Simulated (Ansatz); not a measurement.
One crystal and one scan (energy against volume) at two levels, PBE (plane waves to 420 eV, PAW, scalar-relativistic; Ansatz, a first-principles code) and r2SCAN (plane waves to 500 eV, PAW, scalar-relativistic; Ansatz), each from its own relaxed cell and on its own mesh.

The crystal is ZnO (wurtzite); the cell is scaled evenly about its relaxed volume V₀.

The energy includes the smearing's −TS. The PAW data are Ansatz's earlier set. ZnO was relaxed with its symmetry unable to fall. With the shape held, the modulus is that of even scaling; a crystal free to change shape is softer. Both scans cover V/V₀ from 0.840 to 1.160.

```json
[
 {"quantity": "Lattice constant a (Å)", "run 1": "3.280", "run 2": "3.235"},
 {"quantity": "Lattice constant c (Å)", "run 1": "5.294", "run 2": "5.211"},
 {"quantity": "Relaxed volume (Å³/atom)", "run 1": "12.33", "run 2": "11.81"},
 {"quantity": "Band gap of the relaxed cell, no spin-orbit coupling (eV)", "run 1": "0.74", "run 2": "1.23"},
 {"quantity": "Pressure at the smallest volume (GPa)", "run 1": "33.2", "run 2": "38.3"},
 {"quantity": "Energy cost of the largest compression (meV/atom)", "run 1": "174.4", "run 2": "192.9"},
 {"quantity": "Energy cost of the largest expansion (meV/atom)", "run 1": "97.2", "run 2": "107.7"},
 {"quantity": "Bulk modulus at fixed cell shape B₀ (third-order Birch-Murnaghan fit) (GPa)", "run 1": "129.1", "run 2": "149.3"},
 {"quantity": "Pressure for 5 % compression (fit) (GPa)", "run 1": "7.4", "run 2": "8.6"}
]
```

**Question.** Which run is which level?

**Answer.** Run 1 is PBE, run 2 is r2SCAN. PBE gives the higher value for: lattice constant a; lattice constant c; relaxed volume. PBE gives the lower value for: band gap of the relaxed cell, no spin-orbit coupling; pressure at the smallest volume; energy cost of the largest compression; energy cost of the largest expansion; bulk modulus at fixed cell shape B₀; pressure for 5 % compression. Neither level is exact: the differences show how much the result hangs on the functional.

(Under strain, the slope of the energy per volume gives the stress and its curvature an elastic modulus.)
